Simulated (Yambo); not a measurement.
**How GW settings move the gap: CsSnI3**

G0W0@PBEsol for CsSnI$_{3}$ (space group P4/mbm, No. 127) in Yambo. Reference settings: 1×1×2 Γ-centred k mesh, 650 bands and a 7 Ry block in the screening, 650 bands in G with the Bruneval-Gonze terminator, plasmon pole fitted at 27.2 eV. The PBEsol gap Z → Z on this mesh is 0.48 eV; G0W0 gaps are taken between the same points.

| change from the reference | G0W0 gap Z → Z (eV) | shift of the valence edge (eV) | rough Yambo cost |
|---|---|---|---|
| reference settings | 1.07 | -0.62 | 1 |
| 225 bands in W, 225 bands in G | 0.95 | -0.25 | about 1/3 |
| 407 bands in W, 407 bands in G | 1.04 | -0.50 | within a factor of two |
| 225 bands in G | 1.04 | -0.52 | – |
| 407 bands in G | 1.06 | -0.59 | – |
| 285 bands in W | 1.00 | -0.42 | about 1/2 |
| 2 Ry block | 0.70 | -0.15 | about 1/3 |
| 3 Ry block | 0.81 | -0.32 | about 1/3 |
| 6 Ry block | 1.03 | -0.57 | within a factor of two |
| pole fitted at 55 eV | 1.10 | -0.71 | – |
| no random integration | 1.04 | -0.52 | – |
| 225 bands in G, no terminator | 0.91 | -0.07 | – |
| 407 bands in G, no terminator | 1.00 | -0.38 | – |
| no terminator | 1.03 | -0.51 | – |

The reference isn't shown to be the converged limit. Costs are rough (shared machines), scaled to the same edge states, and given only for runs that recompute the screening.

Without spin-orbit coupling, band edges of such heavy elements can be off by tenths of an eV.

The standard potential for Sn keeps a d shell in the valence without the s and p states of that shell. In tests on such compounds this moved G0W0 gaps by up to about 0.9 eV, so absolute quasiparticle energies here are unreliable; differences between settings are what counts.

Geometry of the Materials Project entry, not relaxed at this level; primitive cell a = 8.6604 Å, b = 8.6604 Å, c = 6.3612 Å, α = 90.00°, β = 90.00°, γ = 90.00°.

A shift is the quasiparticle energy of the state minus its PBEsol energy.
